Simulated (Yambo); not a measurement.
A G0W0@LDA run in Yambo for LiNbF$_{6}$ (space group R-3, No. 148) (2×2×2 Γ-centred k mesh, bands 2 to 159 and a 7 Ry block in the screening, 159 bands in G with the Bruneval-Gonze terminator, plasmon pole fitted at 27.2 eV) gives these matrix elements, in eV, at the band edges (Γ → L):

```csv
state,E0,<Vxc>,<Σx>,<Σc(E0)>,Z
valence edge,0.000,-22.559,-30.225,5.247,0.794
conduction edge,5.293,-18.474,-12.246,-3.478,0.834
```

Task: Solve the linearised quasiparticle equation for both states, give the gap, and say how exchange and correlation each act on it.

Result: E = E0 + Z(Σx + Σc − Vxc). Valence: 0.000 + 0.794 × (-30.225 + (5.247) − (-22.559)) = -1.92 eV. Conduction: 5.293 + 0.834 × (-12.246 + (-3.478) − (-18.474)) = 7.59 eV. The gap is 9.51 eV, against 5.29 eV in LDA. Replacing Vxc by bare exchange alone would open it by 13.89 eV; correlation takes back 8.72 eV of that, and Z scales what is left. Nearest settings tried, and what they do to the gap: 68 bands in G: +61 meV. Not varied: bands in W, block, mesh. So the settings aren't converged at that level. The k mesh is coarse. Spin-orbit splittings are left out.

Geometry of the Materials Project entry, not relaxed at this level; primitive cell a = b = c = 5.430 Å, α = β = γ = 56.19°.

The structure is a Materials Project entry; no match was found in the copy of COD used, and its stability was not checked.
